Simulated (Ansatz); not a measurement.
An Ansatz (an electronic-structure program) run. Input:

Ansatz 0.2 input:
```yaml
crystal:
  lattice:
    - [3.6656703213, 0.0, 0.0]
    - [0.0, 6.4564715384, 0.0]
    - [0.0, 0.0, 7.7147959161]
  atoms:
    - { symbol: O, position: [0.9993212278, 0.6796594375, 0.5] }
    - { symbol: O, position: [0.0006787722, 0.3203405625, 0.5] }
    - { symbol: O, position: [0.0006787722, 0.6796594375, 0.0] }
    - { symbol: O, position: [0.9993212278, 0.3203405625, 0.0] }
    - { symbol: O, position: [0.5, 0.5, 0.75] }
    - { symbol: O, position: [0.5, 0.5, 0.25] }
    - { symbol: Ta, position: [0.5, 0.5, 0.5] }
    - { symbol: Ta, position: [0.5, 0.5, 0.0] }
    - { symbol: O, position: [0.5, 0.0, 0.5] }
    - { symbol: O, position: [0.5, 0.0, 0.0] }
    - { symbol: Ta, position: [0.0, 0.0, 0.5] }
    - { symbol: Ta, position: [0.0, 0.0, 0.0] }
    - { symbol: O, position: [0.0, 0.0, 0.75] }
    - { symbol: O, position: [0.0, 0.0, 0.25] }
kpoints:
  mp_grid: { grid: [6, 4, 3] }
  band_path:
    path:
      - [[0.0, 0.0, 0.0], [0.5, 0.0, 0.0], [0.5, 0.5, 0.0], [0.0, 0.5, 0.0], [0.0, 0.0, 0.0], [0.0, 0.0, 0.5], [0.5, 0.0, 0.5], [0.5, 0.5, 0.5], [0.0, 0.5, 0.5], [0.0, 0.0, 0.5]]  # Γ-X-S-Y-Γ-Z-U-R-T-Z
      - [[0.5, 0.0, 0.0], [0.5, 0.0, 0.5]]  # X-U
      - [[0.0, 0.5, 0.0], [0.0, 0.5, 0.5]]  # Y-T
      - [[0.5, 0.5, 0.0], [0.5, 0.5, 0.5]]  # S-R
      - [VBM, CBM]
    npoints: 6
hamiltonian:
  xc: r2scan
  pseudopotentials: { kind: paw }
magnetization: { noncollinear: true, spin_orbit: true }
scf:
  n_extra_bands: 28
  convergence: { dr2_threshold: 0.0000000001 }
  occupations: { method: gaussian, width: 0.01 }
checkpoint: { write: soc.run }
output: { eigenvalues: true }
```

Output (shortened):

```
Pseudopotential: O, paw_fr, valence charge 6
Pseudopotential: Ta, paw_fr, valence charge 13
Functional definition: r2SCAN
non-collinear run that drives no moment, with spin-orbit …
Crystal: 14 atoms, lattice volume = 182.588 Å³
Basis set: ecut = 500 eV, 4695 PW (Γ), exchange–correlation on 108×192×240 points (64 copies of the dense FFT grid, shifted against one another)
Bands: 140, of which v1, the nominal top of the filled ones, is band 112 counted from 1 (111 counted from 0)
Symmetry: 8 space group operations + 8 with time reversal
k-points: 24 of 72
Projection manifold: j_resolved (fully-relativistic pseudo-atomic orbitals)
SCF iter   1: F=—  HF=-45381.752296 eV  |F-HF|=—  |Δ(HF+E_count)|=         —  Δρ=8.54e-2  dr2=1.38e1  dr2_τ=5.51e-1  dr2_m=0.00e0 (ungated)  ethr=3.10e-3  |M|=0.00e0 ∫|m|=0.00e0 μB  |m|>n=0.0e0 m-floor=0.0e0 τ_xc=0.0e0  β_m=0.30  ⟨swp⟩=5.9  Hψ=7917  notcnv=0  defer=62
preconditioner: auto → Resta (q_TF=auto, 2.515 Å⁻¹)
spin=Noncollinear: Resta preconditioning applied to the charge; magnetization (m_x, m_y, m_z) channels mix plain (no charge-response kernel on spin).
SCF iter   2: F=—  HF=-45379.676015 eV  |F-HF|=—  |Δ(HF+E_count)|=    2.08e0  Δρ=5.14e-2  dr2=4.45e0  dr2_τ=9.22e-2  dr2_m=0.00e0 (ungated)  ethr=3.10e-3  |M|=0.00e0 ∫|m|=0.00e0 μB  |m|>n=0.0e0 m-floor=0.0e0 τ_xc=0.0e0  β_m=0.46  ⟨swp⟩=2.0  Hψ=2957  notcnv=0  defer=514
SCF iter   3: F=—  HF=-45379.663991 eV  |F-HF|=—  |Δ(HF+E_count)|=   1.20e-2  Δρ=2.27e-2  dr2=7.70e-1  dr2_τ=1.21e-2  dr2_m=0.00e0 (ungated)  ethr=3.10e-3  |M|=0.00e0 ∫|m|=0.00e0 μB  |m|>n=0.0e0 m-floor=0.0e0 τ_xc=0.0e0  β_m=0.63  ⟨swp⟩=2.1  Hψ=2315  notcnv=0  defer=514
SCF iter   4: F=—  HF=-45379.658004 eV  |F-HF|=—  |Δ(HF+E_count)|=   5.99e-3  Δρ=4.79e-3  dr2=4.09e-2  dr2_τ=1.69e-3  dr2_m=0.00e0 (ungated)  ethr=6.88e-4  |M|=0.00e0 ∫|m|=0.00e0 μB  |m|>n=0.0e0 m-floor=0.0e0 τ_xc=0.0e0  β_m=0.67  ⟨swp⟩=3.0  Hψ=3020  notcnv=0  defer=502
SCF iter   5: F=—  HF=-45379.660913 eV  |F-HF|=—  |Δ(HF+E_count)|=   2.91e-3  Δρ=2.39e-3  dr2=9.22e-3  dr2_τ=4.02e-4  dr2_m=0.00e0 (ungated)  ethr=3.65e-5  |M|=0.00e0 ∫|m|=0.00e0 μB  |m|>n=0.0e0 m-floor=0.0e0 τ_xc=0.0e0  β_m=0.72  ⟨swp⟩=2.0  Hψ=2375  notcnv=0  defer=502
SCF iter   6: F=—  HF=-45379.662216 eV  |F-HF|=—  |Δ(HF+E_count)|=   1.30e-3  Δρ=6.64e-4  dr2=8.02e-4  dr2_τ=2.90e-5  dr2_m=0.00e0 (ungated)  ethr=8.23e-6  |M|=0.00e0 ∫|m|=0.00e0 μB  |m|>n=0.0e0 m-floor=0.0e0 τ_xc=0.0e0  β_m=0.81  ⟨swp⟩=2.0  Hψ=2289  notcnv=0  defer=502
SCF iter   7: F=—  HF=-45379.662561 eV  |F-HF|=—  |Δ(HF+E_count)|=   3.46e-4  Δρ=3.21e-4  dr2=1.65e-4  dr2_τ=5.69e-6  dr2_m=0.00e0 (ungated)  ethr=7.16e-7  |M|=0.00e0 ∫|m|=0.00e0 μB  |m|>n=0.0e0 m-floor=0.0e0 τ_xc=0.0e0  β_m=0.77  ⟨swp⟩=2.0  Hψ=2359  notcnv=0  defer=502
SCF iter   8: F=—  HF=-45379.662568 eV  |F-HF|=—  |Δ(HF+E_count)|=   6.11e-6  Δρ=1.24e-4  dr2=2.18e-5  dr2_τ=7.88e-7  dr2_m=0.00e0 (ungated)  ethr=1.47e-7  |M|=0.00e0 ∫|m|=0.00e0 μB  |m|>n=0.0e0 m-floor=0.0e0 τ_xc=0.0e0  β_m=0.80  ⟨swp⟩=2.0  Hψ=2342  notcnv=0  defer=502
SCF iter  15: F=-45379.662793 eV  HF=-45379.662793 eV  |F-HF|=2.91e-11  |Δ(HF+E_count)|=  7.28e-12  Δρ=5.10e-8  dr2=5.14e-12  dr2_τ=1.24e-13  dr2_m=0.00e0 (ungated)  ethr=1.00e-12  |M|=0.00e0 ∫|m|=0.00e0 μB  |m|>n=0.0e0 m-floor=0.0e0 τ_xc=0.0e0  ⟨swp⟩=2.7  Hψ=2808  notcnv=0
SCF 1 converged in 15 iterations: F = -45379.662793 eV  dr2 = 5.14e-12
NSCF: frozen V_eff on 64 k-points
NSCF: frozen V_eff on 64 k-points
NSCF: frozen V_eff on 64 k-points
NSCF: frozen V_eff on 57 k-points
NSCF: frozen V_eff on 14 k-points
NSCF: frozen V_eff on 14 k-points
NSCF: frozen V_eff on 14 k-points
NSCF: frozen V_eff on 14 k-points
NSCF: frozen V_eff on 83 k-points
SCF converged after 15 iterations
Magnetization: |M| = 0.0000 μB,  M = (+0.0000, +0.0000, +0.0000) μB
Absolute magnetization: 0.0000 μB (∫|m|)
  site 0: m = (+0.0000, +0.0000, +0.0000) μB, |m| = 0.0000 μB  (R = 0.85 Å)
  site 1: m = (+0.0000, +0.0000, +0.0000) μB, |m| = 0.0000 μB  (R = 0.85 Å)
  site 2: m = (+0.0000, +0.0000, +0.0000) μB, |m| = 0.0000 μB  (R = 0.85 Å)
  site 3: m = (+0.0000, +0.0000, +0.0000) μB, |m| = 0.0000 μB  (R = 0.85 Å)
  site 4: m = (+0.0000, +0.0000, +0.0000) μB, |m| = 0.0000 μB  (R = 0.80 Å)
  site 5: m = (+0.0000, +0.0000, +0.0000) μB, |m| = 0.0000 μB  (R = 0.80 Å)
  site 6: m = (+0.0000, +0.0000, +0.0000) μB, |m| = 0.0000 μB  (R = 0.80 Å)
  site 7: m = (+0.0000, +0.0000, +0.0000) μB, |m| = 0.0000 μB  (R = 0.80 Å)
  site 8: m = (+0.0000, +0.0000, +0.0000) μB, |m| = 0.0000 μB  (R = 0.76 Å)
  site 9: m = (+0.0000, +0.0000, +0.0000) μB, |m| = 0.0000 μB  (R = 0.76 Å)
  site 10: m = (+0.0000, +0.0000, +0.0000) μB, |m| = 0.0000 μB  (R = 0.76 Å)
  site 11: m = (+0.0000, +0.0000, +0.0000) μB, |m| = 0.0000 μB  (R = 0.76 Å)
  site 12: m = (+0.0000, +0.0000, +0.0000) μB, |m| = 0.0000 μB  (R = 0.80 Å)
  site 13: m = (+0.0000, +0.0000, +0.0000) μB, |m| = 0.0000 μB  (R = 0.80 Å)
Free energy (F): -45379.662793 eV
Harris-Foulkes:  -45379.662793 eV  (|F-HF|=2.91e-11)
Internal energy: -45379.662793 eV  (E = F + TS)
E sigma→0 (E₀):  -45379.662793 eV
Fermi energy:    8.758662 eV
--- Per-component energies (eV) ---
  E_band       = -1104.804139
  E_kinetic    = 3212.211106
  E_local      = -7582.914854  (includes V_loc(G=0)·N_el)
  E_nonlocal   = 516.163381
  E_hartree    = 2710.399374
  E_xc         = -1544.034494
  E_vxc        = -1934.037769  (∫ρ·V_xc dr)
  E_paw        = -35183.502616  (= ΣΔE_a)
  E_vpaw       = -849.194005  (= ΣTr[D̂ρ^β])
  E_aug_tail   = 0.010136  (compensation charges beyond the density's cutoff)
  E_vtau       = 112.159123  (kinetic-family band-sum trace: ∫τ·v_τ [+ j·A + Jᵃ·Aᵃ] dr)
  E_ewald      = -7504.543695
  E_core_change = -3.451130  (= ΣΔE_core)
  E_smearing   =  0.000000  (= −TS)
  E_closure    = 0.000000  (closes the sum)
  Σ components = -45379.662793   (vs F -45379.662793, Δ=0.00e0)
  [band-id]    e_kinetic+e_local+e_nonlocal+2·e_hartree+e_vxc+e_vpaw+e_augmentation_tail+e_vtau = -1104.804135   (vs E_band -1104.804139, Δ=4.54e-6)
--- Band table (eV; the first three rows and the last of 24) ---
  k-point 0: bands = ["-63.3354", "-63.3354", "-63.3347", "-63.3347", "-60.7204", "-60.7204", "-60.7197", "-60.7197", "-35.4477", "-35.4477", "-35.4332", "-35.4332", "-33.0241", "-33.0241", "-33.0087", "-33.0087", "-26.8681", "-26.8681", "-26.7910", …
  k-point 1: bands = ["-63.3352", "-63.3352", "-63.3349", "-63.3349", "-60.7202", "-60.7202", "-60.7198", "-60.7198", "-35.4440", "-35.4440", "-35.4368", "-35.4368", "-33.0202", "-33.0202", "-33.0126", "-33.0126", "-26.8461", "-26.8461", "-26.8072", …
  k-point 2: bands = ["-63.3354", "-63.3354", "-63.3347", "-63.3347", "-60.7204", "-60.7204", "-60.7197", "-60.7197", "-35.4476", "-35.4476", "-35.4331", "-35.4331", "-33.0241", "-33.0241", "-33.0088", "-33.0088", "-26.8677", "-26.8677", "-26.7904", …
  k-point 23: bands = ["-63.3333", "-63.3333", "-63.3329", "-63.3329", "-60.7184", "-60.7184", "-60.7180", "-60.7180", "-35.4568", "-35.4568", "-35.4496", "-35.4496", "-33.0562", "-33.0562", "-33.0488", "-33.0488", "-26.8267", "-26.8267", "-26.7940", …
```

Cost: very roughly 30 core-minutes on shared cores.

Space group Pmmm. The workflow started from an entry of the Crystallography Open Database (COD); the relaxed space group is not among those it files for this formula. COD files the formula under space group No. 49, so this cell is another polymorph or a model. Whether it is the stable phase at ambient conditions was not checked. Symmetry was held in the r²SCAN relaxation; whether a distortion lowers the energy is not shown. The run is not spin-polarised. Point labels and valley counts follow the cell and symmetry of the run, lower than the named group.

Potentials: the later of the program's two PAW sets.

Ansatz is a plane-wave DFT program.
